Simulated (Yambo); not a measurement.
```xyz
2
Lattice="0.0000 2.5566 2.5566 2.5566 0.0000 2.5566 2.5566 2.5566 0.0000" Properties=species:S:1:pos:R:3 pbc="T T T"
Li     0.0000     0.0000     0.0000
Cl     2.5566     2.5566     2.5566
```

Response from Yambo on PBEsol (pw.x of Quantum ESPRESSO, ONCV potentials, no spin-orbit coupling) bands: 18×18×18 mesh, 22 bands, 4 Ry local-field block, 0.2 eV broadening.

Task: Give the static electronic dielectric constant without and with local fields.

Result: 
```tsv
field along	ε(0), independent particles	ε(0), RPA with local fields	refractive index √ε
x	3.33	2.82	1.68
```
Electronic (clamped-ion) response only. PBEsol gaps are usually too small, which raises these values. Convergence of the RPA response with its 18×18×18 mesh was not tested.

Geometry strained from the cell relaxed with PBEsol, atoms relaxed again.
